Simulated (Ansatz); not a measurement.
Starting cell, TiAl (CuAu type, space group P4/mmm):

```
CELL_PARAMETERS angstrom
      5.62584     0.00000     0.00000
      0.00000     2.81292     0.00000
      0.00000     0.00000     4.05841
ATOMIC_POSITIONS crystal
  Al 0.25000 0.50000 0.50000
  Al 0.75000 0.50000 0.50000
  Ti 0.00000 0.00000 0.00000
  Ti 0.50000 0.00000 0.00000
```

Scan: atom 2 (Al, nearest neighbour Al at 2.813 Å; its periodic images, 2.8 Å or more away, move with it) is displaced along Cartesian z, direction (0.000, 0.000, 1.000) in Cartesian axes, by s. The other atoms stay.

Level of theory: r2SCAN (plane waves to 500 eV, PAW, scalar-relativistic; Ansatz, an electronic-structure program). k mesh 7×13×9 (Γ-centred), Fermi-Dirac smearing 0.05 eV. Energies are smeared free energies. With partly filled bands, energies and forces of such displacements shift with the k mesh and the smearing. TiAl is run without spin polarisation. TiAl was relaxed with its symmetry unable to fall. ΔE is measured from the undisplaced structure.

Successive frames, forces in eV/Å:

```csv
frame,ΔE (meV/cell),F on Al1,F on Al2,F on Ti3,F on Ti4
s = -0.560 Å,1225,"(0.000, 0.000, -0.676)","(0.000, 0.000, 4.418)","(1.275, 0.000, -1.871)","(-1.275, 0.000, -1.871)"
s = -0.448 Å,780,"(0.000, 0.000, -0.576)","(0.000, 0.000, 3.526)","(0.793, 0.000, -1.475)","(-0.793, 0.000, -1.475)"
s = -0.336 Å,436,"(0.000, 0.000, -0.456)","(0.000, 0.000, 2.620)","(0.434, 0.000, -1.082)","(-0.434, 0.000, -1.082)"
s = -0.224 Å,192,"(0.000, 0.000, -0.317)","(0.000, 0.000, 1.728)","(0.189, 0.000, -0.705)","(-0.189, 0.000, -0.705)"
```

What are the energy and the forces in the next frame, s = -0.112 Å?

ΔE (meV/cell) = 48.

```tsv
atom	Fx	Fy	Fz
Al1	0.000	0.000	-0.163
Al2	0.000	0.000	0.857
Ti3	0.046	0.000	-0.347
Ti4	-0.046	0.000	-0.347
```

(For displaced atoms, the force is minus the slope of the energy, and its curvature is a force constant, which sets phonon frequencies.)
